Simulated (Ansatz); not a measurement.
Input and command of a plane-wave DFT calculation in Ansatz:

```yaml
crystal:
  lattice:
    - [1.654122, -2.341613, 0.0]
    - [1.654122, 2.341613, 0.0]
    - [0.0, 0.0, 3.82942916]
  atoms:
    - { symbol: Ta, position: [0.5, 0.5, 0.5] }
    - { symbol: Ru, position: [0.0, 0.0, 0.0] }
basis:
  ecutwfc: 500
kpoints:
  mp_grid: { grid: [18, 18, 12] }
hamiltonian:
  xc: r2scan
scf:
  occupations: { method: gaussian, width: 0.15 }
output:
  forces: true
  stress: true
  eigenvalues: true
```

```bash
ansatz run input.yaml --threads 1 --pin off --max-ram 2560MiB --backend cpu --events-out ev --progress --plain --runs-dir out
```

Processor: Intel(R) Xeon(R) Platinum 8259CL CPU @ 2.50GHz (Skylake/Cascade Lake), 1 thread, on a host shared with other jobs.

Estimate time, memory and problem size.

About 42 s on 1 thread of Intel(R) Xeon(R) Platinum 8259CL CPU @ 2.50GHz (Skylake/Cascade Lake), with other jobs on the host, peak memory 0.74 GiB. It solves 19 bands at 637 k points (the mesh reduced by symmetry) with about 739 plane waves, in 8 SCF iterations.
